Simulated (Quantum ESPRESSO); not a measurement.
# Strain and stress in MgAl3N3O

These are calculations, not measurements. They come from pw.x of Quantum ESPRESSO 7.5, a plane-wave density functional program, with PseudoDojo standard norm-conserving files (v0.5 for PBE, v0.4.1 for LDA and PBEsol). The cells are made up: elements, strain and atom displacements were drawn at random, and nothing was relaxed. There is no spin polarisation, spin-orbit coupling or dispersion term.

The cell has 8 sites of a rocksalt lattice. Sites 1 to 4 hold Mg Al Al Al; sites 5 to 8 hold N O N N. Cell vectors in Å: (4.270, 0.006, -0.004); (0.006, 4.240, 0.009); (-0.004, 0.009, 4.260). Settings: PBE, cutoff 1143 eV, 4 x 4 x 4 k mesh shifted by half a step, Fermi-Dirac smearing of 0.025 eV.

Each run adds the same strain along x and y to one cell, with the atoms carried along; the vectors above are those of run 3. Stress is positive in tension and P is minus a third of its trace. E is the free energy for each atom above the lowest run shown. The last column is band 21 less band 20 at Gamma, from a band step after each run.

| run | strain (%) | s_xx (GPa) | s_yy (GPa) | s_zz (GPa) | s_xy (GPa) | P (GPa) | E (meV/atom) | level step at Gamma (eV) |
| --- | --- | --- | --- | --- | --- | --- | --- | --- |
| 1 | -1.69 | 6.96 | 6.54 | 8.95 | 0.18 | -7.48 | 0.00 | 1.709 |
| 2 | -0.62 | 11.33 | 11.13 | 11.30 | 0.21 | -11.26 | 11.37 | 1.513 |
| 3 | 0.43 | 15.04 | 15.03 | 13.50 | 0.22 | -14.53 | 27.89 | 1.328 |
| 4 | 0.86 | 16.41 | 16.46 | 14.37 | 0.22 | -15.74 | 35.98 | 1.254 |
| 5 | 1.13 | 17.22 | 17.32 | 14.90 | 0.24 | -16.48 | 41.43 | 1.208 |
| 7 | 2.13 | 19.94 | 20.19 | 16.81 | 0.24 | -18.98 | 64.10 | 1.040 |
| 6 | 1.70 | ? | ? | ? | ? | ? | ? | ? |

A rerun of one of these cells at 1437 eV and k mesh 6 x 6 x 6 moved values by no more than 0.004 eV in the cell's energy, 0.02 GPa in stress and 0.004 eV/Å in force.

## Worked fit

A parabola through the six runs shown gives s_xx = 13.58 + 3.50 e - 0.244 e² GPa, with e in per cent and a scatter of 0.02 GPa. The slope is a stiffness of 350 ± 2 GPa for each unit of this strain at e = 0, the sum of the responses of s_xx to strain along x and along y. The atoms are clamped, and relaxing them would in general lower it. The error is the larger of the fit's own and the change that a cubic makes, rounded up.

## Withheld run

Question: what s_xx should run 6 give?

The fit gives 18.82 GPa. The calculation gave 18.83 GPa.

```
run,strain (%),s_xx (GPa),s_yy (GPa),s_zz (GPa),s_xy (GPa),P (GPa),E (meV/atom),level step at Gamma (eV)
6,1.70,18.83,19.01,16.01,0.24,-17.95,53.93,1.112
```